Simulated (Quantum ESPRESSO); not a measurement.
Cheap against tight settings: GaP

```yaml
crystal:
  lattice:
    - [0.00000, 2.72581, 2.72581]
    - [2.72581, 0.00000, 2.72581]
    - [2.72581, 2.72581, 0.00000]
  atoms:
    - { symbol: Ga, position: [0.00000, 0.00000, 0.00000] }
    - { symbol: P, position: [0.25000, 0.25000, 0.25000] }
```
The geometry is a computed Materials Project entry, not a measured one. It is GaP in F-43m. Stability against distortions was not tested.

Method: σ by PBE GIPAW on JTH datasets (Quantum ESPRESSO, modified build). The cutoff rises from row to row, with the meshes as listed. Costs are rough, from a shared machine. These are absolute shieldings with no macroscopic susceptibility term; δ = σ_ref − σ needs a reference computed alike. The datasets of P hold no d projectors, which limits absolute σ on these atoms.

```tsv
setting	cutoff (Ha)	k-mesh	σ_iso Ga (ppm)	σ_iso P (ppm)	f-sum rule missed by (%)	rough cost ratio
A	10	4×4×4 through Γ	443.3	-1065.6	17	about 1
B	12	6×6×6 shifted	1321.0	366.7	0.07	3
C	20	8×8×8 shifted	1361.2	371.8	0.00	10
D	30	11×11×11 shifted	1361.8	371.5	0.00	40
```

Largest change from the last row but one to the last: σ_iso Ga (ppm) by 0.6.
